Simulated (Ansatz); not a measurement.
NbGa3 in space group I4/mmm (No. 139; Ga on 2b, Ga on 4d, Nb on 2a) at seven volumes, plane-wave PAW PBEsol (Ansatz code), shape and atoms relaxed at each. One row is withheld.

```tsv
V (Å³/atom)	P (GPa)
14.052	16.09
14.515	?
14.978	4.49
15.442	0.00
15.905	-3.79
16.368	-6.97
16.831	-9.65
```

### Question
Fit the shown pressures and predict the withheld one.

### Answer
Third-order Birch–Murnaghan: P = (3/2)B₀(x^(7/2) − x^(5/2))[1 + (3/4)(B′ − 4)(x − 1)] with x = (V₀/V)^(2/3). Least squares on the six rows gives V₀ = 15.442 Å³/atom, B₀ = 136.9 GPa, B′ = 4.66. At V = 14.515, x = 1.0421 and P = 9.79 GPa. The run itself gave 9.80 GPa.

The workflow started from an entry of the Crystallography Open Database (COD, 293 K). Its standing as an ambient phase is unchecked. The PBEsol relaxation kept the symmetry of its start; whether a distortion lowers the energy is not shown. The run is not spin-polarised.

Potentials: the later of the program's two PAW sets.
